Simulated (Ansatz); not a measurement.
Polymorphs of GePd, each relaxed with the program Ansatz at the r²SCAN level (PAW):

A: Pnma
a = 5.7279 Å, b = 3.5924 Å, c = 6.2742 Å, α = 90.00°, β = 90.00°, γ = 90.00°

| atom | site | symmetry | x | y | z |
|---|---|---|---|---|---|
| Ge | 4c | .m. | 0.1848 | 0.2500 | 0.4208 |
| Pd | 4c | .m. | 0.0034 | 0.2500 | 0.8090 |

B: CsCl type (Pm-3m)
a = 3.140 Å, b = 3.140 Å, c = 3.140 Å, α = 90.00°, β = 90.00°, γ = 90.00°

```tsv
atom	site	symmetry	x	y	z
Pd	1a	m-3m	0.0000	0.0000	0.0000
Ge	1b	m-3m	0.5000	0.5000	0.5000
```

C: rock salt (Fm-3m)
a = 5.1662 Å, b = 5.1662 Å, c = 5.1662 Å, α = 90.00°, β = 90.00°, γ = 90.00°

```tsv
atom	site	symmetry	x	y	z
Ge	4a	m-3m	0.0000	0.0000	0.0000
Pd	4b	m-3m	0.5000	0.5000	0.5000
```

Question: Put the candidates in order of energy per atom at 0 K, lowest first, for r²SCAN.

Answer: A (+0 meV/atom), B (+267 meV/atom), C (+362 meV/atom)

Constructed cells (a structure type filled with these elements, in neither database checked): B; C. Standing as an ambient phase not checked: A. Unstable at this level: C. All cells were relaxed under the symmetry of their starts (and spin orders); stability against distortions was not tested throughout. Rows with no word on spin ran without spin polarisation. Scalar-relativistic: spin–orbit coupling is off unless named, which matters more the heavier the elements.

Energies hold the estimated change up to a 700 eV cutoff; steps of a few meV lie near the error of the meshes.

Potentials: the later of the program's two PAW sets.
